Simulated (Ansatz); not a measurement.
**A vibration from a frozen displacement in W₃O**

Level of theory: Ansatz, DFT PBEsol, scalar-relativistic, plane waves, PAW. Cutoff 420 eV, Γ-centred 8×8×8 k-points, Gaussian smearing of 0.15 eV. Spin–orbit coupling is left out, which matters for the heavy elements here. No spin polarisation. Energies are free energies at this smearing, counted from the undisturbed cell; pressure is positive in compression.

Zero of the scan (relaxed at this level; it needn't be the usual structure):

```xyz
8
Lattice="4.8313 0.0000 0.0000 0.0000 4.8313 0.0000 0.0000 0.0000 4.8313" Properties=species:S:1:pos:R:3 pbc="T T T"
W     2.4157    3.6235    0.0000
W     0.0000    2.4157    3.6235
W     1.2078    0.0000    2.4157
W     2.4157    1.2078    0.0000
W     0.0000    2.4157    1.2078
W     3.6235    0.0000    2.4157
O     2.4157    2.4157    2.4157
O     0.0000    0.0000    0.0000
```

Every W atom is moved by x along the Cartesian unit vector (0.000, 1.000, 0.000); the cell and all other atoms stay fixed. The cell's volume is 112.77 Å³; the moved atoms weigh 1103.040 u together and the others 31.998 u. Some rows repeat others by symmetry and weren't run.

| x (Å) | ΔE (meV/cell) | total force on the moved atoms along the move (eV/Å) | pressure (GPa) |
| --- | --- | --- | --- |
| -0.1000 | -44.49 | -0.8896 | 0.0398 |
| -0.0875 | -34.06 | -0.7786 | 0.0213 |
| -0.0750 | -25.02 | -0.6674 | 0.0053 |
| -0.0625 | -17.38 | -0.5564 | -0.0082 |
| -0.0500 | -11.12 | -0.4450 | -0.0192 |
| -0.0375 | -6.26 | -0.3338 | -0.0278 |
| -0.0250 | -2.78 | -0.2222 | -0.0339 |
| -0.0125 | -0.69 | -0.1114 | -0.0375 |
| 0.0000 | 0.00 | 0.0000 | -0.0387 |
| 0.0125 | -0.69 | 0.1114 | -0.0375 |
| 0.0250 | -2.78 | 0.2222 | -0.0339 |
| 0.0375 | -6.26 | 0.3338 | -0.0278 |
| 0.0500 | -11.12 | 0.4450 | -0.0192 |
| 0.0625 | -17.38 | 0.5564 | -0.0082 |
| 0.0750 | -25.02 | 0.6674 | 0.0053 |
| 0.0875 | -34.06 | 0.7786 | 0.0213 |
| 0.1000 | -44.49 | 0.8896 | 0.0398 |

Q: What frequency belongs to this motion?

A: The force constant is k = −dF/dx = -8.912 eV/Å², from the parabola through x = -0.0125, 0 and 0.0125. In every cell the moved atoms swing against the rest, so the mass is μ = m₁m₂/(m₁ + m₂) = 31.096 u, and ν̃ = 521.5 cm⁻¹ × √(|k|/μ) = 279i cm⁻¹. The pattern needn't be a normal mode: ν̃² is then a weighted mean of the squared nonzero frequencies at the zone centre of this cell, so it lies between the lowest and the highest of them, and at least one of them is imaginary.

Q: Where does the displacement stop?

A: Not within the scan: the energy still falls at its end, so along this line the minimum lies further out.

No gap shows at this level, though a semilocal functional can close a small gap that the real compound has; without a gap these slopes depend on the k mesh and the smearing.

Cost: 9 runs of about 10 core-minutes in all, on Intel Xeon Processor @ 2.50GHz (Skylake/Cascade Lake) (shared hosts).